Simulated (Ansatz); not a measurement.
BaSi$_{3}$Pd in space group I4mm (No. 107; Ba on 2a, Si on 2a, Si on 4b, Pd on 2a), DFT-PBE in the program Ansatz with PAW potentials, all energies at zero smearing, with the estimated change up to a 700 eV cutoff added, with one set of potentials and settings (totals compare only within such a set). Cell of 5 atoms (1 Ba, 3 Si, 1 Pd): -14832.341 eV.

```csv
element,reference phase,E (eV/atom)
Ba,"Im-3m, 1 atoms in the cell",-5949.5401
Si,"Fd-3m, 2 atoms in the cell",-635.8096
Pd,"Fm-3m, 1 atoms in the cell",-6972.8544
```

Formation energy per atom, worked out: (-14832.341 − 1×(-5949.5401) − 3×(-635.8096) − 1×(-6972.8544))/5 = -0.503 eV/atom (-49 kJ per mol of atoms), at 0 K, without zero-point energy or fitted corrections.

The workflow started from a Materials Project entry (that database holds measured and hypothetical structures alike); the Crystallography Open Database copy checked does not list it. Its standing as an ambient phase is unchecked. Symmetry was held in the PBE relaxation; its stability against distortions is not shown here. No spin polarisation was allowed. The references are the lowest solids computed at this level, not always the standard phases. Scalar-relativistic: spin–orbit coupling is off unless named, which matters more the heavier the elements.

Potentials: the later of the program's two PAW sets.
